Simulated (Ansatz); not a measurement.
Property card for B2W

B$_{2}$W:
```
CELL_PARAMETERS angstrom
      3.00432     0.00000     0.00000
     -1.50216     2.60182     0.00000
      0.00000     0.00000     3.33081
ATOMIC_POSITIONS crystal
  W  0.00000 0.00000 0.00000
  B  0.33333 0.66667 0.50000
  B  0.66667 0.33333 0.50000
```

Space group P6/mmm (No. 191); conventional cell a = b = 3.004 Å, c = 3.331 Å, α = β = 90.00°, γ = 120.00°.

Method: PBEsol (plane waves, PAW; program Ansatz). The cell and atoms are relaxed at this level. Other levels are named where they apply.

Cell and energy:

- Volume per atom: 8.68 Å³
- Density: 13.10 g/cm³
- Formation energy from the elements (no fitted shifts): -0.14 eV/atom

Electronic structure:

- Electronic character: metallic (no gap)
- Density of states at the Fermi level: 0.44 states/eV per atom (mean over ±0.08 eV)
- Gap with spin–orbit coupling: none (metallic)

Mechanics:

* **Bulk modulus (Birch–Murnaghan fit)**: 3370 kbar
* **Pressure derivative B′**: 4.1
* **Elastic constants (relaxed ions, GPa)**: C11 = 638, C12 = 159, C13 = 263, C33 = 424, C44 = 147
* **Mechanical stability**: stable (all eigenvalues of C positive)
* **Hill bulk and shear moduli**: 339 and 165 GPa
* **Young's modulus**: 426 GPa
* **Poisson's ratio**: 0.29
* **Debye temperature from the elastic constants**: 573 K

Phonons:

* **Highest zone-centre frequency**: 863 cm⁻¹
* **Zone-centre stability**: no imaginary mode at Γ

The workflow started from an entry of the Crystallography Open Database (COD), which files this formula under 2 space groups. Its standing as an ambient phase is unchecked. The PBEsol relaxation kept the symmetry of its start. The run is not spin-polarised. As this level gives no gap, shear constants depend on the k-mesh and smearing (Fermi–Dirac, 0.1 eV here). As this level gives no gap, phonon frequencies hold no LO–TO term and depend on the k-mesh and smearing (Fermi–Dirac, 0.1 eV here). On the denser mesh and wider smearing of the elastic run this cell carries a stress of 0.5 GPa. The references are the lowest solids computed at this level, not always the standard phases. Scalar-relativistic: spin–orbit coupling is off unless named, which matters more the heavier the elements.

Potentials: the later of the program's two PAW sets.
